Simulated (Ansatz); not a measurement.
A geometry of CsSnI₃ away from equilibrium: step 5 of the relaxation of a relaxed CsSnI3 cell, doubled along one cell vector, shaken by Gaussian noise of σ = 0.08 Å a coordinate. Level of theory: PBEsol (plane waves to 420 eV, PAW, scalar-relativistic; Ansatz, a quantum-chemistry and plane-wave program). Γ-centred k-mesh 2×3×5 on the run's cell (coarser than for final values), Fermi–Dirac smearing 0.05 eV.

```xyz
10
Lattice="11.1129 -0.1528 -0.0542 -0.1350 7.1900 7.3185 0.0317 -3.5974 3.6616" Properties=species:S:1:pos:R:3 pbc="T T T"
Cs     5.7478     0.0206     1.0768
Cs     5.3614     3.5480     4.7955
I      8.8668     0.4100     6.6804
I      9.1991     3.2501    10.1256
I      1.7797     0.0198     6.7723
I      2.1259     3.1078    10.2014
I      5.3025    -0.0394     4.7186
I      5.5794     3.5703     8.4162
Sn     0.1951    -0.4252     1.0960
Sn    -0.2682     3.9353     4.9952
```

Question: What forces act on the atoms (eV/Å)?

Answer: 
```
atom     Fx     Fy     Fz
----  -----  -----  -----
Cs1    0.03  -0.05   0.06
Cs2   -0.04   0.01  -0.08
I3     0.02   0.08  -0.02
I4    -0.09   0.03  -0.13
I5     0.04  -0.01  -0.03
I6    -0.01  -0.04  -0.04
I7    -0.03   0.00   0.01
I8     0.03   0.04   0.01
Sn9    0.10  -0.05   0.15
Sn10  -0.04  -0.02   0.08
```

Question: What is the pressure?

Answer: +0.1 GPa, compression positive.

No spin polarisation in the result.

The end of the path is a generated cell of CsSnI3: the first start was made by a random draw of sites in a space group, and the end was not matched to a known phase here, so it may be hypothetical. Known forms of CsSnI3 include space group No. 62, 221.
